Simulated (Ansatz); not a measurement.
## Band table of Rb (diamond type)

```yaml
crystal:
  lattice:
    - [0.00000, 3.73372, 3.73372]
    - [3.73372, 0.00000, 3.73372]
    - [3.73372, 3.73372, 0.00000]
  atoms:
    - { symbol: Rb, position: [0.87500, 0.87500, 0.87500] }
    - { symbol: Rb, position: [0.12500, 0.12500, 0.12500] }
```

The cell comes from a relaxation on PAW files under the same functional, begun from a prototype that needn't be the stable phase.

All numbers are PBEsol results (scalar-relativistic) from Ansatz 0.2.0, with a Γ-centred 8×8×8 k mesh, Fermi–Dirac smearing of 0.05 eV, no spin polarisation. Methods: LAPW: all electrons, basis error target 1 meV/atom.

This run: volume at 0.4 of the series' base cell.

Path points, in fractions of the reciprocal vectors: Γ (0.000, 0.000, 0.000), X (0.500, 0.000, 0.500), U (0.625, 0.250, 0.625), K (0.375, 0.375, 0.750), L (0.500, 0.500, 0.500), W (0.500, 0.250, 0.750). The distance column jumps between branches of the path. Levels in eV from the Fermi level; bands 19 to 28, counted from the lowest band of the run. The gap is zero, the pressure 3.91 GPa.

```
# k(1/Å) point b19 b20 b21 b22 b23 b24 b25 b26 b27 b28
0.000 Γ -14.14 -14.14 -14.14 -13.25 -13.25 -13.25 -2.47 2.00 2.00 2.76
0.105 - -14.15 -14.15 -14.13 -13.26 -13.24 -13.24 -2.41 1.80 2.03 2.80
0.210 - -14.19 -14.19 -14.11 -13.30 -13.20 -13.20 -2.22 1.43 2.14 2.92
0.316 - -14.24 -14.24 -14.07 -13.34 -13.15 -13.15 -1.92 1.04 2.32 2.71
0.421 - -14.29 -14.29 -14.02 -13.41 -13.09 -13.09 -1.52 0.69 2.22 2.57
0.526 - -14.33 -14.33 -13.96 -13.48 -13.04 -13.04 -1.06 0.42 1.84 2.89
0.631 - -14.37 -14.37 -13.89 -13.56 -13.00 -13.00 -0.60 0.21 1.63 3.11
0.736 - -14.39 -14.39 -13.81 -13.65 -12.97 -12.97 -0.24 0.08 1.68 2.59
0.841 X -14.40 -14.40 -13.73 -13.73 -12.96 -12.96 -0.04 -0.04 2.05 2.05
0.879 - -14.40 -14.40 -13.73 -13.73 -12.96 -12.96 -0.04 -0.04 2.03 2.05
0.916 - -14.40 -14.40 -13.74 -13.72 -12.96 -12.96 -0.05 -0.03 1.99 2.07
0.953 - -14.41 -14.39 -13.75 -13.70 -12.97 -12.96 -0.05 -0.01 1.92 2.11
0.990 - -14.41 -14.39 -13.76 -13.69 -12.97 -12.95 -0.06 0.02 1.84 2.16
1.027 - -14.42 -14.38 -13.78 -13.66 -12.98 -12.95 -0.06 0.06 1.74 2.21
1.065 - -14.43 -14.38 -13.80 -13.64 -12.98 -12.95 -0.07 0.10 1.62 2.28
1.102 - -14.43 -14.37 -13.82 -13.61 -12.99 -12.95 -0.08 0.16 1.51 2.26
1.139 U -14.43 -14.36 -13.84 -13.59 -13.00 -12.95 -0.10 0.21 1.39 2.13
1.654 K -14.43 -14.36 -13.84 -13.59 -13.00 -12.95 -0.10 0.21 1.39 2.13
1.766 - -14.44 -14.33 -13.92 -13.50 -13.04 -12.96 -0.22 0.43 1.13 1.79
1.877 - -14.41 -14.29 -13.99 -13.42 -13.08 -12.98 -0.53 0.70 1.13 1.55
1.989 - -14.37 -14.26 -14.05 -13.36 -13.12 -13.02 -0.97 1.00 1.41 1.41
2.100 - -14.32 -14.22 -14.10 -13.31 -13.16 -13.07 -1.44 1.31 1.38 1.87
2.212 - -14.25 -14.19 -14.13 -13.28 -13.20 -13.14 -1.86 1.46 1.60 2.44
2.323 - -14.20 -14.16 -14.14 -13.26 -13.23 -13.19 -2.19 1.62 1.83 2.83
2.435 - -14.16 -14.15 -14.14 -13.26 -13.25 -13.24 -2.40 1.85 1.96 2.77
2.547 Γ -14.14 -14.14 -14.14 -13.25 -13.25 -13.25 -2.47 2.00 2.00 2.76
2.638 - -14.15 -14.15 -14.14 -13.25 -13.25 -13.25 -2.42 1.93 1.93 2.72
2.729 - -14.16 -14.16 -14.15 -13.25 -13.23 -13.23 -2.28 1.81 1.81 2.60
2.820 - -14.18 -14.18 -14.16 -13.24 -13.20 -13.20 -2.06 1.70 1.70 2.33
2.911 - -14.21 -14.21 -14.17 -13.24 -13.18 -13.18 -1.76 1.62 1.62 1.86
3.002 - -14.23 -14.23 -14.19 -13.23 -13.15 -13.15 -1.41 1.33 1.59 1.59
3.093 - -14.25 -14.25 -14.20 -13.22 -13.13 -13.13 -1.02 0.81 1.58 1.58
3.184 - -14.26 -14.26 -14.21 -13.21 -13.11 -13.11 -0.61 0.31 1.59 1.59
3.275 L -14.27 -14.27 -14.22 -13.21 -13.11 -13.11 -0.23 -0.09 1.59 1.59
3.350 - -14.30 -14.27 -14.18 -13.24 -13.10 -13.09 -0.20 -0.09 1.55 1.60
3.424 - -14.34 -14.28 -14.12 -13.29 -13.09 -13.05 -0.12 -0.11 1.43 1.64
3.498 - -14.38 -14.30 -14.05 -13.36 -13.07 -13.01 -0.12 0.00 1.29 1.72
3.573 - -14.40 -14.32 -13.99 -13.43 -13.05 -12.99 -0.13 0.13 1.18 1.83
3.647 - -14.42 -14.34 -13.92 -13.50 -13.03 -12.97 -0.12 0.21 1.17 1.98
3.722 - -14.43 -14.37 -13.85 -13.57 -13.00 -12.96 -0.09 0.20 1.30 2.13
3.796 - -14.42 -14.39 -13.78 -13.64 -12.98 -12.96 -0.03 0.13 1.55 2.09
3.870 W -14.41 -14.41 -13.71 -13.71 -12.97 -12.97 0.05 0.05 1.83 1.83
3.923 - -14.41 -14.41 -13.71 -13.71 -12.97 -12.97 0.04 0.04 1.84 1.84
3.975 - -14.41 -14.41 -13.71 -13.71 -12.97 -12.97 0.03 0.03 1.87 1.87
4.028 - -14.41 -14.41 -13.71 -13.71 -12.97 -12.97 0.02 0.02 1.90 1.90
4.081 - -14.40 -14.40 -13.72 -13.72 -12.96 -12.96 0.00 0.00 1.94 1.94
4.133 - -14.40 -14.40 -13.72 -13.72 -12.96 -12.96 -0.02 -0.02 1.98 1.98
4.186 - -14.40 -14.40 -13.73 -13.73 -12.96 -12.96 -0.03 -0.03 2.02 2.02
4.238 - -14.40 -14.40 -13.73 -13.73 -12.96 -12.96 -0.04 -0.04 2.04 2.04
4.291 X -14.40 -14.40 -13.73 -13.73 -12.96 -12.96 -0.04 -0.04 2.05 2.05
```
